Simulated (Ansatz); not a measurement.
CdSe, 4H polytype at its r2SCAN geometry, run in the PAW code Ansatz at 3 levels of theory. No magnetic order and no zero-point or thermal motion; the cell was built from a prototype and may be hypothetical.

The PBE+SOC input:
```yaml
crystal:
  lattice:
    - [4.3392846051, 0.0, 0.0]
    - [-2.1696423025, 3.7579307022, 0.0]
    - [0.0, 0.0, 14.1586989053]
  atoms:
    - { symbol: Cd, position: [0.0, 0.0, -0.0002015634] }
    - { symbol: Cd, position: [0.3333333333, 0.6666666667, 0.2499621344] }
    - { symbol: Cd, position: [0.0, 0.0, 0.4997984366] }
    - { symbol: Cd, position: [0.6666666667, 0.3333333333, 0.7499621344] }
    - { symbol: Se, position: [0.0, 0.0, 0.1874999881] }
    - { symbol: Se, position: [0.3333333333, 0.6666666667, 0.4377394408] }
    - { symbol: Se, position: [0.0, 0.0, 0.6874999881] }
    - { symbol: Se, position: [0.6666666667, 0.3333333333, 0.9377394408] }
kpoints:
  mp_grid: { grid: [12, 12, 2] }
  band_path:
    path:
      - [0.0, 0.0, 0.0]
      - [0.5, 0.0, 0.0]
      - [0.3333333333, 0.3333333333, 0.0]
      - [0.0, 0.0, 0.5]
      - [0.5, 0.0, 0.5]
      - [0.3333333333, 0.3333333333, 0.5]
    npoints: 1
hamiltonian:
  xc: pbe
scf:
  occupations: { method: fermi_dirac, width: 0.02 }
  n_extra_bands: 12
magnetization:
  noncollinear: true
  spin_orbit: true
output:
  forces: true
  stress: true
  eigenvalues: true
```

Main results, then, where recorded, the levels near the gap in eV from the Fermi energy (columns number the bands from 0), one row a point of the path (Γ, M, K, A, L, H):
```
Crystal: 8 atoms, lattice volume = 230.882 Å³
Symmetry: 12 space group operations + 12 with time reversal
Magnetic group: BNS 186.204 (UNI 1434)
```
```
Basis set: ecut = 420 eV, 4529 PW (Γ)
k-points: 38 of 288
SCF 1 converged in 9 iterations: F = -54910.566546 eV  dr2 = 4.35e-8
Free energy (F): -54910.566546 eV
Fermi energy:    7.470051 eV
--- Forces (eV/Å), atoms counted from 1 ---
  atom   1  Cd      0.00000      0.00000      0.00310
  atom   2  Cd      0.00000      0.00000    -0.00313
  atom   3  Cd      0.00000      0.00000      0.00310
  atom   4  Cd      0.00000      0.00000    -0.00313
  atom   5  Se      0.00000      0.00000    -0.00292
  atom   6  Se      0.00000      0.00000      0.00292
  atom   7  Se      0.00000      0.00000    -0.00292
  atom   8  Se      0.00000      0.00000      0.00292
--- Stress (GPa, compression-positive) ---
        1.393329       0.000000       0.000000
        0.000000       1.393329       0.000000
        0.000000       0.000000       1.443133
  P = ⅓ Tr σ = 1.4099 GPa (14.099 kbar)
```

PBE+SOC gives a direct gap of 0.47 eV at Γ.

r2SCAN. Against the first input these blocks differ (the band path and keys that only write files left aside):
```yaml
hamiltonian:
  xc: r2scan
scf:
  occupations: { method: fixed }
  n_extra_bands: 6
```
(magnetization left out)

```
Basis set: ecut = 500 eV, 5793 PW (Γ)
k-points: 38 of 288
SCF 1 converged in 7 iterations: F = -54991.346526 eV  dr2 = 9.66e-8
Free energy (F): -54991.346526 eV
Fermi energy:    6.812930 eV
--- Forces (eV/Å), atoms counted from 1 ---
  atom   1  Cd      0.00000      0.00000    -0.00098
  atom   2  Cd      0.00000      0.00000    -0.00114
  atom   3  Cd      0.00000      0.00000    -0.00098
  atom   4  Cd      0.00000      0.00000    -0.00114
  atom   5  Se      0.00000      0.00000      0.00061
  atom   6  Se      0.00000      0.00000      0.00150
  atom   7  Se      0.00000      0.00000      0.00061
  atom   8  Se      0.00000      0.00000      0.00150
--- Stress (GPa, compression-positive) ---
       -0.021430       0.000000       0.000000
        0.000000      -0.021430       0.000000
        0.000000       0.000000       0.002166
  P = ⅓ Tr σ = -0.0136 GPa (-0.136 kbar)
```
```tsv
band_67	band_68	band_69	band_70	band_71	band_72	band_73	band_74
-0.379	-0.379	-0.020	0.000	0.000	1.071	2.663	2.741
-1.297	-1.295	-1.282	-0.887	-0.723	2.981	3.249	3.793
-1.959	-1.814	-1.394	-1.394	-1.086	4.208	4.629	4.629
-0.629	-0.117	-0.117	-0.117	-0.117	2.010	2.010	2.798
-1.653	-1.198	-1.198	-0.901	-0.901	3.396	3.396	3.823
-2.148	-1.446	-1.446	-1.287	-1.287	4.339	4.339	4.710
```

With r2SCAN the gap is 1.07 eV and direct, at Γ. The mean stress is close to zero (-0.01 GPa).

**Question.** In the first input these blocks are replaced (the band path and keys that only write files left aside):
```yaml
kpoints:
  mp_grid: { grid: [6, 6, 2] }
hamiltonian:
  xc: hse06
scf:
  occupations: { method: fixed }
  n_extra_bands: 6
```
(magnetization left out)
What comes out?

**Answer.**
```
Basis set: ecut = 420 eV, 4529 PW (Γ)
k-points: 14 of 72
SCF 1 stopped early in 4 iterations: F = -54899.138797 eV  dr2 = 1.36e-5
Exchange kernel: α = 0.2500, screened, ω = 0.2079 Å⁻¹, Wigner–Seitz truncation, v(0) = 1046.8872 eV·Å³, q-mesh 6×6×2
SCF 2 stopped early in 7 iterations: F = -54920.548130 eV  dr2 = 3.03e-6
hybrid outer 1: dexx = +4.407e-2 eV, tail = 2.70e-4 eV
SCF 3 converged in 7 iterations: F = -54920.549060 eV  dr2 = 1.55e-9
hybrid outer 2: dexx = +2.158e-6 eV, tail = 1.31e-7 eV, Δε = 3.09e-3 eV, ΔF = 9.87e-4 eV/Å
SCF 4 converged in 2 iterations: F = -54920.549061 eV  dr2 = 2.50e-10
hybrid outer 3: dexx = +1.581e-9 eV, tail = 6.42e-10 eV, Δε = 2.08e-4 eV, ΔF = 1.72e-4 eV/Å
Free energy (F): -54920.549061 eV
Fermi energy:    6.537514 eV
--- Forces (eV/Å), atoms counted from 1 ---
  atom   1  Cd      0.00000      0.00000    -0.00186
  atom   2  Cd      0.00000      0.00000      0.00051
  atom   3  Cd      0.00000      0.00000    -0.00186
  atom   4  Cd      0.00000      0.00000      0.00051
  atom   5  Se      0.00000      0.00000      0.00110
  atom   6  Se      0.00000      0.00000      0.00026
  atom   7  Se      0.00000      0.00000      0.00110
  atom   8  Se      0.00000      0.00000      0.00026
--- Stress (GPa, compression-positive) ---
        0.246822       0.000000       0.000000
        0.000000       0.246822       0.000000
        0.000000       0.000000       0.245757
  P = ⅓ Tr σ = 0.2465 GPa (2.465 kbar)
```
```tsv
band_67	band_68	band_69	band_70	band_71	band_72	band_73	band_74
-0.403	-0.403	-0.019	0.000	0.000	1.513	3.160	3.236
-1.375	-1.371	-1.355	-0.940	-0.769	3.478	3.752	4.321
-2.076	-1.924	-1.473	-1.473	-1.147	4.740	5.207	5.207
-0.670	-0.125	-0.125	-0.125	-0.125	2.459	2.459	3.295
-1.749	-1.263	-1.263	-0.957	-0.957	3.918	3.918	4.337
-2.274	-1.529	-1.529	-1.363	-1.363	4.878	4.878	5.300
```
With HSE06 the gap is 1.51 eV and direct, at Γ. The mean stress, +0.2 GPa, is small, and the program warns that its thresholds are loose for a hybrid's stress.

Small level splittings and stresses of the hybrids carry the error of their coarser meshes.

Totals of different functionals, or with and without spin-orbit coupling, can't be compared.

Only the levels marked +SOC include spin-orbit coupling.

The meshes of the hybrids are coarse, so their gaps aren't converged to the digits shown.
